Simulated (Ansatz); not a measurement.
The relaxed structure here is a generated cell of SnO: the first start was made by placing the elements on the sites of a structure type, and the end was not matched to a known phase here, so it may be hypothetical. Known forms of SnO include space group No. 129.

One stationary structure of SnO. Space group P6₃/mmc (No. 194). These are r2SCAN (plane waves to 500 eV, PAW, scalar-relativistic; Ansatz, a first-principles code) values and carry that method's errors.

Space group P6₃/mmc (No. 194); a = b = 4.1262 Å, c = 5.1950 Å, α = β = 90.00°, γ = 120.00°

| atom | site | symmetry | x | y | z |
|---|---|---|---|---|---|
| Sn | 2c | -6m2 | 0.3333 | 0.6667 | 0.2500 |
| O | 2d | -6m2 | 0.6667 | 0.3333 | 0.2500 |

```json
{
 "volume_per_atom": "19.15 Å³",
 "density": "5.84 g/cm³",
 "band_gap": "0.58 eV, direct at H (no spin-orbit coupling)",
 "shortest_distances": "O–Sn 2.38 Å; Sn–Sn 3.52 Å; O–O 3.52 Å",
 "k-mesh": "9×9×7"
}
```

No spin polarisation in the result.

The run could not lower the symmetry of its start; a shaken copy of this end point relaxes with r2SCAN to P2₁/m (No. 11), 496 meV/atom lower.
